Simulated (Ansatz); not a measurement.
Molecular dynamics on a 1×1×1 supercell (3 atoms) of SnTe2 (fluorite), relaxed with r2SCAN. Forces come from PBE in Ansatz 0.2.0: a Langevin thermostat at fixed volume, 1000 K, steps of 3 fs. Classical nuclei, no spin polarisation; a few dozen steps show the first response, not equilibrium. The structure comes from a prototype and may be hypothetical.

```yaml
crystal:
  lattice:
    - [0.0, 3.7010376722, 3.7010376722]
    - [3.7010376722, 0.0, 3.7010376722]
    - [3.7010376722, 3.7010376722, 0.0]
  atoms:
    - { symbol: Sn, position: [0.0, 0.0, 0.0] }
    - { symbol: Te, position: [0.25, 0.25, 0.25] }
    - { symbol: Te, position: [0.75, 0.75, 0.75] }
kpoints:
  mp_grid: { grid: [4, 4, 4] }
hamiltonian:
  xc: pbe
scf:
  occupations: { method: fermi_dirac, width: 0.086 }
md:
  ensemble: nvt_langevin
  temperature: 1000
  timestep: 3.0
  n_steps: 20
  initial_velocities: maxwell_boltzmann
  seed: 8714
```

Run as `ansatz run input.yaml --threads 4 --pin off --max-ram 3686MiB --backend cpu --events-out ev --progress --plain --runs-dir out`. Wall time 35 s on 4 threads of Arm Neoverse V2 (shared host), load about 1.0 per core; peak host memory 0.46 GiB.

Task: How do temperature and energy develop?

Result: The temperature starts at 667 K, is lowest at step 19 (372 K, 57 fs) and ends at 401 K. The thermostat hasn't had time to restore it. The atoms start on their lattice sites with kinetic energy alone, so much of it first passes into potential energy. The first value is 2/3 of the setting, since velocities are drawn without the motion of the centre of mass and T is counted over all atoms. By the last step the atoms have moved 0.17 Å in the root mean square, the drift of the whole cell taken out, 0.22 Å at most.
```csv
step,t (fs),T (K),free energy F from step 0 (meV/atom),kinetic energy (meV/atom),largest force (eV/Å)
0,0,667,0.0,86.2,0.00
1,3,717,0.1,92.7,0.03
2,6,594,0.5,76.8,0.07
3,9,614,1.1,79.4,0.10
4,12,669,1.9,86.4,0.13
5,15,514,2.8,66.4,0.16
6,18,603,3.8,78.0,0.19
7,21,797,5.1,103.0,0.22
8,24,784,6.6,101.3,0.25
9,27,793,8.2,102.6,0.29
10,30,596,9.9,77.1,0.32
11,33,546,11.6,70.6,0.35
12,36,404,13.2,52.3,0.38
13,39,534,14.7,69.1,0.40
14,42,398,15.8,51.4,0.42
15,45,620,16.9,80.1,0.43
16,48,646,18.3,83.6,0.44
17,51,651,19.8,84.1,0.46
18,54,641,21.5,82.9,0.47
19,57,372,22.8,48.0,0.48
20,60,401,23.6,51.8,0.49
```

Positions (Å) and forces (eV/Å) at step 20:
```
Sn  -0.099   0.032  -0.038     0.099  -0.084   0.116
Te   1.935   1.700   1.783    -0.285   0.298  -0.262
Te   5.359   5.693   5.577     0.186  -0.214   0.146
```
